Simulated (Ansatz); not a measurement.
Consider the following.

HfN (rock salt, space group No. 225), a = 4.526 Å, b = 4.526 Å, c = 4.526 Å, α = 90.00°, β = 90.00°, γ = 90.00°; the cell used has 2 atoms.

This is the r²SCAN-relaxed structure.

Task: All from plane-wave PAW r²SCAN (Ansatz code), unless another level is named. Estimate the electronic character.

Result: metallic (no gap).

Task: Next, the formation energy from the elements (no fitted shifts)?

Result: -1.87 eV/atom.

Task: Next, the density of states at the Fermi level?

Result: 0.30 states/eV per atom (mean over ±0.08 eV).

Task: Predict the gap with spin–orbit coupling.

Result: none (metallic).

Space group Fm-3m (rock salt). Symmetry was held in the r²SCAN relaxation; of distortions, only those at the zone centre were tested. The run is not spin-polarised. With an odd number of electrons in the cell and no spin polarisation, the count alone makes it a metal. The references are the lowest solids computed at this level, not always the standard phases (solids in place of the gases). Spin–orbit coupling is left out wherever it is not named.

Potentials: the later of the program's two PAW sets.
